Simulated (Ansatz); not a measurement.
Input:

LiFeP:
Space group P4/nmm, origin choice 1 (No. 129); a = b = 3.672 Å, c = 5.841 Å, α = β = γ = 90.00°

```tsv
atom	site	symmetry	x	y	z
Li	2c	4mm	0.5000	0.0000	0.3467
Fe	2a	-4m2	0.0000	0.0000	0.0000
P	2c	4mm	0.0000	0.5000	0.2039
```

This is the r²SCAN-relaxed structure.

Q: All from plane-wave PAW r²SCAN (Ansatz code), unless another level is named. Give the electronic character.

A: metallic (no gap).

Q: What about the density of states at the Fermi level?

A: 0.45 states/eV per atom (mean over ±0.08 eV).

Q: Predict the formation energy from the elements (no fitted shifts).

A: -0.54 eV/atom.

The workflow started from a Materials Project entry (that database holds measured and hypothetical structures alike); the Crystallography Open Database files this formula in space group No. 129, but the cells were not matched. Its standing as an ambient phase is unchecked. The cell was relaxed with r²SCAN under the symmetry of its start; its stability against distortions is not shown here. The run is not spin-polarised. The references are the lowest solids computed at this level, not always the standard phases.

Potentials: the later of the program's two PAW sets.
